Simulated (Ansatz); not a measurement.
SrGa4:
```
SrGa4
1.0
   -2.20000     2.20000     5.30784
    2.20000    -2.20000     5.30784
    2.20000     2.20000    -5.30784
Sr Ga
1 4
Direct
  0.00000   0.00000   0.00000
  0.38260   0.38260   0.00000
  0.61740   0.61740   0.00000
  0.75000   0.25000   0.50000
  0.25000   0.75000   0.50000
```

Relaxed with PBEsol. Special points in fractions of this cell's reciprocal vectors: Γ (0.000, 0.000, 0.000); X (0.000, 0.000, 0.500); P (0.250, 0.250, 0.250); N (0.000, 0.500, 0.000); M (0.500, 0.500, -0.500); S (0.293, 0.707, -0.293); S0 (-0.293, 0.293, 0.293); R (-0.086, 0.086, 0.500); G (0.500, 0.500, -0.086).

### Question
List the band energies nearest the Fermi level at these points for DFT-PBEsol in the program Ansatz with PAW potentials.

### Answer
In eV from the Fermi level; about four levels below and three above (degenerate sets whole), none deeper than 8.9 eV; points with the same levels are listed once.

```json
[
 {"k": "Γ", "below": "-2.78 -2.45 -2.45 -0.12", "above": "0.58 0.58 1.27"},
 {"k": "X", "below": "-6.15 -3.32 -2.44 -1.90", "above": "1.14 2.05 2.49"},
 {"k": "P", "below": "-6.25 -3.05 -2.20 -2.20", "above": "0.16 2.96 2.96"},
 {"k": "N", "below": "-4.07 -1.43 -0.38 -0.22", "above": "0.23 0.60 0.72"},
 {"k": "M", "below": "-3.16 -2.51 -2.51 -0.07", "above": "0.02 1.57 1.63 1.63"},
 {"k": "S", "below": "-2.44 -1.70 -1.37 -0.28", "above": "0.30 0.96 2.07"},
 {"k": "R", "below": "-4.94 -3.57 -2.20 -1.78", "above": "1.08 2.03 2.68"}
]
```

Space group I4/mmm. The workflow started from an entry of the Crystallography Open Database (COD). Its standing as an ambient phase is unchecked. Symmetry was held in the PBEsol relaxation; whether a distortion lowers the energy is not shown. Scalar-relativistic: spin–orbit coupling is off unless named, which matters more the heavier the elements.

Potentials: the later of the program's two PAW sets.
